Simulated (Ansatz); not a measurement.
TaTe (rock salt, space group No. 225) at seven volumes, the program Ansatz at the PBE level (PAW), scaled uniformly. One row is withheld.

| V (Å³/atom) | P (GPa) |
|---|---|
| 21.054 | 12.38 |
| 21.748 | 7.47 |
| 22.443 | ? |
| 23.137 | 0.00 |
| 23.831 | -2.89 |
| 24.525 | -5.32 |
| 25.219 | -7.39 |

Fit the shown pressures and predict the withheld one.

P = (3/2)B₀(x^(7/2) − x^(5/2))[1 + (3/4)(B′ − 4)(x − 1)] with x = (V₀/V)^(2/3). Least squares on the six rows gives V₀ = 23.134 Å³/atom, B₀ = 105 GPa, B′ = 4.74. At V = 22.443, x = 1.0204 and P = 3.42 GPa. The run itself gave 3.37 GPa.

Space group Fm-3m (rock salt). The start of the workflow was typed in or built on a structure type; neither database checked (COD, Materials Project) lists it. Its standing as an ambient phase is unchecked. Symmetry was held in the PBE relaxation; whether a distortion lowers the energy is not shown. The run is not spin-polarised. Its formation energy is positive at this level, so the cell may be metastable or incomplete. Scalar-relativistic: spin–orbit coupling is off unless named, which matters more the heavier the elements.

Potentials: the earlier of the program's two PAW sets.
